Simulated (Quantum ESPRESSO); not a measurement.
```cif
data_Ag2Cl2
_chemical_formula_sum 'Cl2 Ag2'
_space_group_name_H-M_alt 'P 1'
_space_group_IT_number 1
_cell_length_a 3.84657
_cell_length_b 3.84241
_cell_length_c 5.41438
_cell_angle_alpha 90.000
_cell_angle_beta 97.285
_cell_angle_gamma 90.000
loop_
_space_group_symop_operation_xyz
  'x, y, z'
loop_
_atom_site_label
_atom_site_type_symbol
_atom_site_fract_x
_atom_site_fract_y
_atom_site_fract_z
_atom_site_occupancy
Cl1 Cl 0.70844 0.75000 0.26520 1
Cl2 Cl 0.29156 0.25000 0.73480 1
Ag1 Ag 0.18970 0.25000 0.21920 1
Ag2 Ag 0.81030 0.75000 0.78080 1
```

Cell and atoms were relaxed with PBEsol from Materials Project entry mp-570687, within its symmetry.

### Question
What does PBEsol (Quantum ESPRESSO, PseudoDojo norm-conserving, 82 Ry, no spin-orbit coupling) give for the electronic structure near the Fermi level?

### Answer
The PBEsol gap is indirect, 0.68 eV, from C to Γ; the smallest direct gap is 2.39 eV. Another valence extremum on the path lies within 0.02 eV, too close to call. Spin-orbit splittings are left out.

This is not the ordinary phase of the substance; no match was found in the copy of COD used, and its stability was not checked.
